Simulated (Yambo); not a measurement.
Yambo run on WO3 (space group P6/mmm, No. 191). The wavefunctions are PBEsol (Quantum ESPRESSO, PseudoDojo norm-conserving, 84 Ry, no spin-orbit coupling) ones on a 3×3×4 mesh (48 occupied bands); a = b = 7.4029 Å, c = 3.8064 Å, α = β = 90.00°, γ = 120.00°.

Yambo input:

```
gw0
dyson
el_el_corr
HF_and_locXC
ppa
em1d
EXXRLvcs= 84 Ry
VXCRLvcs= 336 Ry
Chimod= "HARTREE"
% BndsRnXp
 4 | 210 |
%
NGsBlkXp= 6 Ry
% LongDrXp
 1.0 | 1.0 | 1.0 |
%
PPAPntXp= 27.2114 eV
% GbndRnge
 1 | 210 |
%
GTermKind= "BG"
DysSolver= "n"
ExtendOut
% QPkrange
 1 | 1 | 49 | 49 |
 3 | 3 | 48 | 48 |
 4 | 4 | 48 | 49 |
%
```

k points by index: 1 = Γ, 3 = A, 4 = (0, 0.333, 0).

Table of the .qp output:

```
#    K-point    Band    Eo [eV]    E [eV]    E-Eo [eV]    Vxc [eV]    Vnlxc [eV]    Sc|Eo [eV]    Sc|E [eV]    dSc/dw|Eo [eV]    Re(Z)    Im(Z)
#
    1    49    0.624437    1.647669    1.023232    -16.41798    -11.49901    -3.659308    -3.895738    -6.286917    0.812320    -0.001205
    3    48    0.000000    0.082505    0.082505    -20.31216    -25.07637    4.873927    4.846714    -8.991695    0.751628    -0.001652
    4    48    -0.816864    -0.792640    0.024224    -19.70575    -24.33682    4.663196    4.655287    -8.948847    0.752518    -0.001860
    4    49    0.689070    1.733749    1.044679    -16.50524    -11.53533    -3.683732    -3.925231    -6.289875    0.812248    -0.001200
```
(The two width columns are left out.) Convergence of these settings isn't established.

Geometry of the Materials Project entry, not relaxed at this level.
